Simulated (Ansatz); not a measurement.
The cell comes from COD entry 9001315, which wasn't checked; take it as a given geometry. The listed cell was then made from it by scaling, straining or moving an atom.

SbAs: DFT, PBEsol, all-electron LAPW, scalar-relativistic (Ansatz 0.2.0). What sets it apart from a plain run of this crystal: equal xy, yz and zx engineering shear strains of -1 %.

Command: `ansatz run input.yaml --threads 1 --pin off --max-ram 3072MiB --backend cpu --events-out ev --progress --plain --runs-dir out` The run took 2.8 min on 1 thread of Arm Neoverse V1, on a shared host, peak memory 1.8 GiB.

```yaml
crystal:
  lattice:
    - [1.988876905, 1.1339357021, 3.5964559502]
    - [-2.036620816, 1.1540631907, 3.6165834388]
    - [-0.006441039, -2.3421838429, 3.623950611]
  atoms:
    - { symbol: Sb, position: [0.5, 0.5, 0.5] }
    - { symbol: As, position: [0.0, 0.0, 0.0] }
kpoints:
  mp_grid: { grid: [11, 11, 11] }
  band_path:
    path:
      - [0.0, 0.0, 0.0]
      - [0.0, 0.0, -0.5]
      - [0.5, 0.5, 0.5]
      - [0.0, 0.0, 0.0]
      - [0.0, -0.5, 0.0]
      - [0.5, 0.0, 0.0]
      - [0.0, 0.0, 0.0]
      - [0.5, 0.0, 0.5]
      - [0.0, -0.5, -0.5]
    npoints: 5
scf:
  occupations: { method: fermi_dirac, width: 0.05 }
hamiltonian:
  xc: pbesol
  pseudopotentials: { kind: all_electron, lapw: { basis_error: 0.001 } }
output:
  forces: true
  stress: true
  eigenvalues: true
```

Output (standing set-up lines are left out):

```
LAPW: plane waves up to 7.380 Å⁻¹, error target 1.0e-3 eV per atom; small_component_spin mean_spin; As in spheres of 1.417 Å, 23 of its electrons in bands, Dirac shells []; Sb in spheres of 1.512 Å, 23 of its electrons in bands, Dirac shells []
Crystal: 2 atoms, lattice volume = 50.690 Å³
Basis set: ecut = 207.5074789576337 eV, 339 PW (Γ), FFT grids on a1−a3, −a1+a2, a1, exchange–correlation at level 2
Symmetry: 2 space group operations
Space group: P-1 (ITA 2), of the structure as read, at distance tolerance 3.7e-5 Å
k-points: 666 of 1331
iter 1 solved again at ethr=5.99e-4 eV; its pass at ethr=1.00e-1 eV (dr2=2.75e-1 eV) is discarded
SCF iter   1: F=—  HF=-237772.587834 eV  |F-HF|=—  |Δ(HF+E_count)|=         —  Δρ=1.70e-2  dr2=2.76e-1  ethr=5.99e-4  ⟨swp⟩=2.4  Hψ=118393  notcnv=0
preconditioner: auto → Kerker (q_TF=auto, 2.685 Å⁻¹)  [metal: Δε(μ)=0.009 eV  Ē_g=10.141 eV  σ=0.050 eV  W_gap=0.05  n_scr=14 (ndim 8)  ℏωp=16.5 eV  f_vac=0.015  D(μ)=0.77/eV (n_scr^D=0)]
SCF iter   2: F=—  HF=-237772.519872 eV  |F-HF|=—  |Δ(HF+E_count)|=   6.80e-2  Δρ=8.85e-3  dr2=6.60e-2  ethr=5.99e-4  ⟨swp⟩=2.0  Hψ=58589  notcnv=0
preconditioner: auto → LDOS  [metal: Δε(μ)=0.006 eV  Ē_g=10.124 eV  σ=0.050 eV  W_gap=0.03  n_scr=14 (ndim 8)  ℏωp=16.5 eV  f_vac=0.017  D(μ)=0.91/eV (n_scr^D=2)  β→1.0]
iter 3 solved again at ethr=2.74e-6 eV; its pass at ethr=1.43e-4 eV (dr2=1.26e-3 eV) is discarded
SCF iter   3: F=—  HF=-237772.512562 eV  |F-HF|=—  |Δ(HF+E_count)|=   7.31e-3  Δρ=1.46e-3  dr2=1.26e-3  ethr=2.74e-6  ⟨swp⟩=2.0  Hψ=93578  notcnv=0
SCF iter   4: F=—  HF=-237772.512800 eV  |F-HF|=—  |Δ(HF+E_count)|=   2.38e-4  Δρ=2.61e-4  dr2=4.03e-5  ethr=2.74e-6  ⟨swp⟩=2.0  Hψ=55430  notcnv=0
SCF iter   5: F=—  HF=-237772.512206 eV  |F-HF|=—  |Δ(HF+E_count)|=   5.94e-4  Δρ=1.12e-4  dr2=4.67e-6  ethr=8.76e-8  ⟨swp⟩=2.2  Hψ=55557  notcnv=0
SCF iter   6: F=—  HF=-237772.512209 eV  |F-HF|=—  |Δ(HF+E_count)|=   3.44e-6  Δρ=3.13e-5  dr2=5.07e-7  ethr=1.02e-8  ⟨swp⟩=2.2  Hψ=55593  notcnv=0
SCF iter   7: F=-237772.512208 eV  HF=-237772.512208 eV  |F-HF|=4.89e-9  |Δ(HF+E_count)|=   1.18e-6  Δρ=7.34e-6  dr2=3.39e-8  ethr=1.10e-9  ⟨swp⟩=2.8  Hψ=56525  notcnv=0
SCF 1 converged in 7 iterations: F = -237772.512208 eV  dr2 = 3.39e-8
NSCF: frozen V_eff on 41 k-points
SCF converged after 7 iterations
Free energy (F): -237772.512208 eV
Harris-Foulkes:  -237772.512208 eV  (|F-HF|=4.89e-9)
Internal energy: -237772.504436 eV  (E = F + TS)
E sigma→0 (E₀):  -237772.508322 eV
Entropy (-TS):   -0.007771 eV (-3.886 meV/atom)
Fermi energy:    11.986808 eV
--- Per-component energies (eV) ---
  E_band       = -2163.463939
  E_kinetic    = 248618.802804
  E_xc         = -6803.492129
  E_electrostatic = -479587.815111  (all electrons and nuclei)
  E_smearing   = -0.007771  (= −TS)
  E_closure    = 0.000000  (closes the sum)
  E_atoms      = -237762.989091  (free atoms, spherical and without spin; not in F)
  Σ components = -237772.512208   (vs F -237772.512208, Δ=0.00e0)
  Basis errors (estimates in eV, not in F): energy 3.4e-4 per atom: plane waves 3.2e-4 (1.7e-4 summed), levels above the bands 3.8e-55, relativity 1.4e-8, radial functions 2.9e-5, core shells 1.0e-9; eigenvalues (radial functions only) 4.8e-6; not estimated: angular momenta, meshes, grids; target (lapw.basis_error) 1.0e-3; muffin-tin radii As 1.417 Å, Sb 1.512 Å
--- Forces (eV/Å), atoms counted from 1 ---
  atom   1  Sb     0.00000000     0.00000000     0.00000000
  atom   2  As     0.00000000     0.00000000     0.00000000
  max |Σ_I F_I| component: 0.00e0 eV/Å
--- Stress (GPa, compression-positive) ---
       -2.881088       0.104736       0.291282
        0.104736      -2.548642       0.449743
        0.291282       0.449743      -6.670955
  P = ⅓ Tr σ = -4.0336 GPa (-40.336 kbar)
--- Band table (eV; the first three rows and the last of 666) ---
  k-point 0: bands = ["-172.8614", "-132.2126", "-116.4356", "-116.4163", "-116.4133", "-85.2395", "-85.2368", "-85.2361", "-23.6695", "-23.6676", "-23.6649", "-23.6486", "-23.6481", "-17.1393", "-17.1371", "-17.1354", "-17.1344", "-17.1340", "-1.3578", "6.8230", "9.5646", "10.6488", "10.8500", "15.4669", "15.6262", "16.0092", "16.7464", "17.8343"]
  k-point 1: bands = ["-172.8614", "-132.2126", "-116.4356", "-116.4163", "-116.4133", "-85.2395", "-85.2368", "-85.2361", "-23.6694", "-23.6676", "-23.6649", "-23.6485", "-23.6480", "-17.1389", "-17.1373", "-17.1350", "-17.1343", "-17.1341", "-1.2591", "6.4655", "9.6479", "10.7200", "10.8472", "15.0453", "15.2141", "15.4894", "17.0263", "17.6325"]
  k-point 2: bands = ["-172.8614", "-132.2126", "-116.4356", "-116.4163", "-116.4133", "-85.2395", "-85.2368", "-85.2362", "-23.6693", "-23.6675", "-23.6648", "-23.6484", "-23.6478", "-17.1391", "-17.1369", "-17.1354", "-17.1341", "-17.1326", "-0.9650", "5.5940", "9.8000", "10.8020", "10.9622", "14.1797", "14.2714", "14.5882", "17.4537", "17.8063"]
  k-point 665: bands = ["-172.8614", "-132.2126", "-116.4356", "-116.4163", "-116.4133", "-85.2395", "-85.2368", "-85.2362", "-23.6688", "-23.6673", "-23.6645", "-23.6479", "-23.6471", "-17.1413", "-17.1396", "-17.1348", "-17.1308", "-17.1260", "1.0900", "2.3318", "9.2549", "10.7440", "11.2622", "12.3895", "12.5022", "13.3384", "19.6100", "21.3805"]
```
